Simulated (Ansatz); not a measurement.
Sn: from a starting cell to a relaxed one

The start is a generated trial cell of Sn in the trigonal-Te structure type. Cell shape, volume and atoms are optimised at zero target pressure with PBEsol (plane waves to 420 eV, PAW, scalar-relativistic; Ansatz, a first-principles code). The first steps use a coarse 9×9×6 k-mesh.

Starting cell:
```yaml
crystal:
  lattice:
    - [4.15000, 0.00000, 0.00000]
    - [-2.07500, 3.59400, 0.00000]
    - [0.00000, 0.00000, 5.51439]
  atoms:
    - { symbol: Sn, position: [0.26360, 0.00000, 0.33333] }
    - { symbol: Sn, position: [0.00000, 0.26360, 0.66667] }
    - { symbol: Sn, position: [0.73640, 0.73640, 0.00000] }
```

Q: What pressure does the first self-consistent step give?

A: +6.7 GPa (positive: the cell is compressed).

Q: How much energy is released per atom?

A: 0.30 eV/atom.

Q: Give the final cell and atomic positions.

A: 
```cif
data_Sn
_chemical_formula_sum 'Sn1'
_space_group_name_H-M_alt 'Pm-3m'
_space_group_IT_number 221
_space_group_name_Hall '-P 4 2 3'
_cell_length_a 3.03140
_cell_length_b 3.03140
_cell_length_c 3.03140
_cell_angle_alpha 90.000
_cell_angle_beta 90.000
_cell_angle_gamma 90.000
loop_
_atom_site_label
_atom_site_type_symbol
_atom_site_symmetry_multiplicity
_atom_site_Wyckoff_symbol
_atom_site_fract_x
_atom_site_fract_y
_atom_site_fract_z
_atom_site_occupancy
Sn1 Sn 1 b 0.50000 0.50000 0.50000 1
```

Final values are on a 15×15×15 k-mesh of the relaxed cell. No spin polarisation in the result.

The run could not lose the symmetry of its start: the end is stationary, and may be a saddle point rather than a minimum.

The relaxed structure here is a generated cell of Sn: the first start was made by placing the elements on the sites of a structure type, and the end was not matched to a known phase here, so it may be hypothetical. Known forms of Sn include space group No. 141, 227.
